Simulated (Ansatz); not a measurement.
SiRu:
```yaml
crystal:
  lattice:
    - [4.70472, 0.00000, 0.00000]
    - [0.00000, 4.70472, 0.00000]
    - [0.00000, 0.00000, 4.70472]
  atoms:
    - { symbol: Ru, position: [0.12943, 0.12943, 0.12943] }
    - { symbol: Ru, position: [0.62943, 0.37057, 0.87057] }
    - { symbol: Ru, position: [0.87057, 0.62943, 0.37057] }
    - { symbol: Ru, position: [0.37057, 0.87057, 0.62943] }
    - { symbol: Si, position: [0.83758, 0.83758, 0.83758] }
    - { symbol: Si, position: [0.33758, 0.66242, 0.16242] }
    - { symbol: Si, position: [0.16242, 0.33758, 0.66242] }
    - { symbol: Si, position: [0.66242, 0.16242, 0.33758] }
```

Relaxed with r²SCAN.

Task: Give the Bader charges and basin volumes of the independent atoms, DFT-r²SCAN in the program Ansatz with PAW potentials.

Result: 

```tsv
atom	Bader charge (e)	Bader volume (Å³)
Ru1	-0.78	15.7
Si5	+0.78	10.3
```

Space group P2_13. Symmetry was held in the r²SCAN relaxation. The run is not spin-polarised.

Potentials: the later of the program's two PAW sets.
